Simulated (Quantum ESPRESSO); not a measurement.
# W3RhAl2HfIr: one run as intended and one with a planted mistake

Computed values, not a measurement. The program is pw.x of Quantum ESPRESSO 7.5 (plane-wave density functional theory). The cell is made up: eight metal atoms on a face-centred cubic lattice, with elements, volume, strain and displacements drawn at random and not relaxed, so it may be unstable or far from any real phase. PseudoDojo standard norm-conserving files set the functional (PBE unless stated); there is no spin polarisation or spin-orbit coupling, the Fermi-Dirac width of 0.25 eV means electrons at about 2900 K, and the masses in the input are unused placeholders. Heavy elements are run without spin-orbit coupling, which real alloys of them have. A spin test at this wide smearing found no moment, but such smearing suppresses magnetism that the real alloy may have.

Intended input:

```
&control calculation='scf', pseudo_dir='./dojo.nc.sr.pbe.v0_5.standard.upf', outdir='./o', disk_io='minimal', tprnfor=.true., tstress=.true. /
&system ibrav=0, nat=8, ntyp=5, nbnd=63, ecutwfc=87.97787729, nosym=.true., tot_charge=0,
 occupations='smearing', smearing='fd', degauss=0.0183746611
/
&electrons conv_thr=1.470e-08, electron_maxstep=70, mixing_beta=0.5 /
ATOMIC_SPECIES
Al 1.0 Al.upf
Hf 1.0 Hf.upf
Ir 1.0 Ir.upf
Rh 1.0 Rh.upf
W 1.0 W.upf
CELL_PARAMETERS angstrom
-0.0205 0.0619 -4.0613
4.0653 -0.0262 0.0205
0.0523 -8.0776 0.1237
ATOMIC_POSITIONS angstrom
W -0.0458 -0.1058 -0.0725
Rh 0.0117 -3.9368 -0.1067
Al 2.0772 -1.9679 0.1031
W 2.0581 -6.1128 0.1961
W 0.0257 -2.0735 -1.9584
Hf 0.1205 -6.1135 -1.9335
Al 1.8554 0.0505 -2.0074
Ir 2.1101 -4.0368 -2.0478
K_POINTS automatic
6 6 3 1 1 1
```

The log is shortened where brackets say so; the opening notice, blank lines, dates and the lines on written files are dropped, and the path of the files is cut. It prints rydbergs, bohrs and kilobars, and counts compression as positive stress. Its total energy is the free energy E - TS of the whole cell.

Log of the intended run:

```
     Program PWSCF v.7.5
     Parallel version (MPI & OpenMP), running on       4 processor cores
     Number of MPI processes:                 4
     Threads/MPI process:                     1
     [start-up lines left out]
     bravais-lattice index     =            0
     lattice parameter (alat)  =       7.6757  a.u.
     unit-cell volume          =     899.7182 (a.u.)^3
     number of atoms/cell      =            8
     number of atomic types    =            5
     number of electrons       =        94.00
     number of Kohn-Sham states=           63
     kinetic-energy cutoff     =      87.9779  Ry
     charge density cutoff     =     351.9115  Ry
     scf convergence threshold =      1.5E-08
     mixing beta               =       0.5000
     number of iterations used =            8  plain     mixing
     Exchange-correlation= PBE
                           (   1   4   3   4   0   0   0)
     [axes and pseudopotential details left out]
   Cartesian axes
     site n.     atom                  positions (alat units)
         1        W      tau(   1) = (  -0.0112757  -0.0260474  -0.0178491  )
         2        Rh     tau(   2) = (   0.0028805  -0.9692199  -0.0262690  )
         3        Al     tau(   3) = (   0.5113959  -0.4844868   0.0253827  )
         4        W      tau(   4) = (   0.5066936  -1.5049399   0.0482788  )
         5        W      tau(   5) = (   0.0063272  -0.5104850  -0.4821480  )
         6        Hf     tau(   6) = (   0.0296665  -1.5051122  -0.4760177  )
         7        Al     tau(   7) = (   0.4567899   0.0124328  -0.4942115  )
         8        Ir     tau(   8) = (   0.5194957  -0.9938394  -0.5041578  )
     number of k points=    54  Fermi-Dirac smearing, width (Ry)=  0.0184
                       cart. coord. in units 2pi/alat
        k(    1) = (   0.0831459  -0.0845725  -0.0850528), wk =   0.0370370
        k(    2) = (   0.0852813   0.2507529  -0.0799527), wk =   0.0370370
     [further k points left out]
     Dense  grid:   100291 G-vectors     FFT dimensions: (  45,  45,  96)
     Estimated max dynamical RAM per process >     356.23 MB
     Estimated total dynamical RAM >       1.32 GB
     Initial potential from superposition of free atoms
     starting charge      93.9909, renormalised to      94.0000
     Starting wfcs are   68 randomized atomic wfcs
     total cpu time spent up to now is        5.9 secs
     per-process dynamical memory:   279.6 Mb
     Self-consistent Calculation
     iteration #  1     ecut=    87.98 Ry     beta= 0.50
     Davidson diagonalization with overlap
     ethr =  1.00E-02,  avg # of iterations =  3.1
     total cpu time spent up to now is       18.9 secs
     total energy              =   -1040.94116272 Ry
     estimated scf accuracy    <       2.00622596 Ry
     iteration #  2     ecut=    87.98 Ry     beta= 0.50
     Davidson diagonalization with overlap
     ethr =  2.13E-03,  avg # of iterations =  3.8
     total cpu time spent up to now is       33.1 secs
     total energy              =   -1039.54144537 Ry
     estimated scf accuracy    <      41.77734927 Ry
     [iterations 3 to 15 left out]
     iteration # 16     ecut=    87.98 Ry     beta= 0.50
     Davidson diagonalization with overlap
     ethr =  1.39E-10,  avg # of iterations =  1.0
     total cpu time spent up to now is      193.1 secs
     total energy              =   -1042.18176469 Ry
     estimated scf accuracy    <       0.00000003 Ry
     iteration # 17     ecut=    87.98 Ry     beta= 0.50
     Davidson diagonalization with overlap
     ethr =  2.98E-11,  avg # of iterations =  1.9
     total cpu time spent up to now is      203.6 secs
     End of self-consistent calculation
     [lines on levels left out]
!    total energy              =   -1042.18176468 Ry
     estimated scf accuracy    <       0.00000001 Ry
     smearing contrib. (-TS)   =      -0.08893370 Ry
     internal energy E=F+TS    =   -1042.09283098 Ry
     The total energy is F=E-TS. E is the sum of the following terms:
     one-electron contribution =    -354.81824145 Ry
     hartree contribution      =     221.83898849 Ry
     xc contribution           =    -213.68127714 Ry
     ewald contribution        =    -695.43230089 Ry
     convergence has been achieved in  17 iterations
     Forces acting on atoms (cartesian axes, Ry/au):
     atom    1 type  5   force =     0.00730823   -0.02716662    0.03185320
     atom    2 type  4   force =     0.01492017   -0.00548798    0.03078250
     atom    3 type  1   force =    -0.01500459   -0.06145990   -0.00878245
     atom    4 type  5   force =     0.03840288    0.00632935   -0.05253430
     atom    5 type  5   force =    -0.01489304    0.01577743   -0.01540190
     atom    6 type  2   force =    -0.08222367    0.08805576    0.02177413
     atom    7 type  1   force =     0.06580701   -0.04421788   -0.00579459
     atom    8 type  3   force =    -0.01431699    0.02816983   -0.00189659
     Total force =     0.185415     Total SCF correction =     0.000501
     Computing stress (Cartesian axis) and pressure
          total   stress  (Ry/bohr**3)                   (kbar)     P=      -66.77
  -0.00021382   0.00001417  -0.00009884          -31.45        2.08      -14.54
   0.00001417  -0.00082165   0.00010998            2.08     -120.87       16.18
  -0.00009884   0.00010998  -0.00032628          -14.54       16.18      -48.00
     init_run     :      5.50s CPU      5.68s WALL (       1 calls)
     electrons    :    197.31s CPU    197.77s WALL (       1 calls)
     forces       :      2.47s CPU      2.49s WALL (       1 calls)
     stress       :      8.60s CPU      8.77s WALL (       1 calls)
     [timing details left out]
     PWSCF        :   3m34.07s CPU   3m34.96s WALL
     JOB DONE.
```

A second run has one planted mistake: one atom is of a wrong element. The input lines that differ:

```
- &system ibrav=0, nat=8, ntyp=5, nbnd=63, ecutwfc=87.97787729, nosym=.true., tot_charge=0,
+ &system ibrav=0, nat=8, ntyp=5, nbnd=61, ecutwfc=87.97787729, nosym=.true., tot_charge=0,
- Ir 1.0 Ir.upf
+ In 1.0 In.upf
- Ir 2.1101 -4.0368 -2.0478
+ In 2.1101 -4.0368 -2.0478
```

Its log:

```
     Program PWSCF v.7.5
     Parallel version (MPI & OpenMP), running on       4 processor cores
     Number of MPI processes:                 4
     Threads/MPI process:                     1
     [start-up lines left out]
     bravais-lattice index     =            0
     lattice parameter (alat)  =       7.6757  a.u.
     unit-cell volume          =     899.7182 (a.u.)^3
     number of atoms/cell      =            8
     number of atomic types    =            5
     number of electrons       =        90.00
     number of Kohn-Sham states=           61
     kinetic-energy cutoff     =      87.9779  Ry
     charge density cutoff     =     351.9115  Ry
     scf convergence threshold =      1.5E-08
     mixing beta               =       0.5000
     number of iterations used =            8  plain     mixing
     Exchange-correlation= PBE
                           (   1   4   3   4   0   0   0)
     [axes and pseudopotential details left out]
   Cartesian axes
     site n.     atom                  positions (alat units)
         1        W      tau(   1) = (  -0.0112757  -0.0260474  -0.0178491  )
         2        Rh     tau(   2) = (   0.0028805  -0.9692199  -0.0262690  )
         3        Al     tau(   3) = (   0.5113959  -0.4844868   0.0253827  )
         4        W      tau(   4) = (   0.5066936  -1.5049399   0.0482788  )
         5        W      tau(   5) = (   0.0063272  -0.5104850  -0.4821480  )
         6        Hf     tau(   6) = (   0.0296665  -1.5051122  -0.4760177  )
         7        Al     tau(   7) = (   0.4567899   0.0124328  -0.4942115  )
         8        In     tau(   8) = (   0.5194957  -0.9938394  -0.5041578  )
     number of k points=    54  Fermi-Dirac smearing, width (Ry)=  0.0184
                       cart. coord. in units 2pi/alat
        k(    1) = (   0.0831459  -0.0845725  -0.0850528), wk =   0.0370370
        k(    2) = (   0.0852813   0.2507529  -0.0799527), wk =   0.0370370
     [further k points left out]
     Dense  grid:   100291 G-vectors     FFT dimensions: (  45,  45,  96)
     Estimated max dynamical RAM per process >     346.22 MB
     Estimated total dynamical RAM >       1.28 GB
     Initial potential from superposition of free atoms
     starting charge      89.9872, renormalised to      90.0000
     Starting wfcs are   67 randomized atomic wfcs
     total cpu time spent up to now is        5.6 secs
     per-process dynamical memory:   271.0 Mb
     Self-consistent Calculation
     iteration #  1     ecut=    87.98 Ry     beta= 0.50
     Davidson diagonalization with overlap
     ethr =  1.00E-02,  avg # of iterations =  3.7
     total cpu time spent up to now is       17.7 secs
     total energy              =    -943.79040453 Ry
     estimated scf accuracy    <       1.43600225 Ry
     iteration #  2     ecut=    87.98 Ry     beta= 0.50
     Davidson diagonalization with overlap
     ethr =  1.60E-03,  avg # of iterations =  5.0
     total cpu time spent up to now is       31.5 secs
     total energy              =    -942.77042945 Ry
     estimated scf accuracy    <      29.34924035 Ry
     [iterations 3 to 12 left out]
     iteration # 13     ecut=    87.98 Ry     beta= 0.50
     Davidson diagonalization with overlap
     ethr =  5.06E-10,  avg # of iterations =  4.8
     total cpu time spent up to now is      152.0 secs
     total energy              =    -944.65706990 Ry
     estimated scf accuracy    <       0.00000009 Ry
     iteration # 14     ecut=    87.98 Ry     beta= 0.50
     Davidson diagonalization with overlap
     ethr =  1.00E-10,  avg # of iterations =  2.0
     total cpu time spent up to now is      162.0 secs
     End of self-consistent calculation
     [lines on levels left out]
!    total energy              =    -944.65706989 Ry
     estimated scf accuracy    <       0.00000001 Ry
     smearing contrib. (-TS)   =      -0.08972817 Ry
     internal energy E=F+TS    =    -944.56734172 Ry
     The total energy is F=E-TS. E is the sum of the following terms:
     one-electron contribution =    -281.14525933 Ry
     hartree contribution      =     190.49978543 Ry
     xc contribution           =    -210.49913616 Ry
     ewald contribution        =    -643.42273166 Ry
     convergence has been achieved in  14 iterations
     Forces acting on atoms (cartesian axes, Ry/au):
     atom    1 type  5   force =     0.00643354   -0.02496935    0.02925056
     atom    2 type  4   force =     0.01261390    0.00507699    0.03073947
     atom    3 type  1   force =    -0.01529405   -0.01817762   -0.01093092
     atom    4 type  5   force =     0.03087693   -0.07171179   -0.06755331
     atom    5 type  5   force =    -0.00636180    0.10073317   -0.01433761
     atom    6 type  2   force =    -0.08188769    0.03750067    0.01788160
     atom    7 type  1   force =     0.06568121   -0.04862172   -0.00756626
     atom    8 type  3   force =    -0.01206204    0.02016964    0.02251647
     Total force =     0.201527     Total SCF correction =     0.000601
     Computing stress (Cartesian axis) and pressure
          total   stress  (Ry/bohr**3)                   (kbar)     P=       38.64
   0.00031665   0.00005267  -0.00007402           46.58        7.75      -10.89
   0.00005267   0.00030671   0.00017424            7.75       45.12       25.63
  -0.00007402   0.00017424   0.00016473          -10.89       25.63       24.23
     init_run     :      5.14s CPU      5.32s WALL (       1 calls)
     electrons    :    156.02s CPU    156.42s WALL (       1 calls)
     forces       :      2.24s CPU      2.25s WALL (       1 calls)
     stress       :      7.80s CPU      7.97s WALL (       1 calls)
     [timing details left out]
     PWSCF        :   2m51.44s CPU   2m52.25s WALL
     JOB DONE.
```

|  | intended run | run with the mistake |
| --- | --- | --- |
| free energy (eV) | -14179.605 | -12852.714 |
| entropy term -TS, part of it (eV) | -1.210 | -1.221 |
| pressure (GPa) | -6.68 | 3.86 |
| size of the largest force component (eV/Å) | 2.264 | 2.590 |
| largest change of a force component (eV/Å) |  | 2.184 |
| iterations | 17 | 14 |

For scale, a rerun of the intended cell at a higher cutoff and on a denser mesh moved values by no more than 0.003 eV in energy, 0.02 GPa in stress and 0.005 eV/Å in force, and a second program with other atomic files agreed on that cell to 2 % rms in force and 0.5 GPa in pressure. Files of another functional or element have another zero of energy, so the energy change says nothing on stability. The number of bands, nbnd, was set by rule from the electron count, so it follows the mistake.